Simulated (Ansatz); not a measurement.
Structure types of Ti at a series of pressures

All-electron LAPW in Ansatz 0.2.0 under LDA, scalar-relativistic, energies extrapolated to zero smearing, no spin–orbit coupling; spin polarisation is left out. At each pressure a set of structure types was relaxed with symmetry kept. The table gives H = E + pV above the lowest type of that row in meV/atom (up to 5 of noise); a dash means not tried or turned into another type. Real phases may be missing from the set. k spacings are near 0.17 to 0.21 Å⁻¹, smearing 0.05 to 0.1 eV.

Among bcc, omega, hcp, fcc, beta tin, simple hexagonal, which leads at 17, 75, 140 GPa?

omega at 17 GPa; omega at 75 GPa; bcc at 140 GPa.

```tsv
p (GPa)	V of the lowest (Å³/atom)	bcc	omega	hcp	fcc	beta tin	simple hexagonal
17	14.20	106	0	49	88	397	–
75	11.35	15	0	84	84	299	343
140	9.27	0	152	148	184	–	432
```
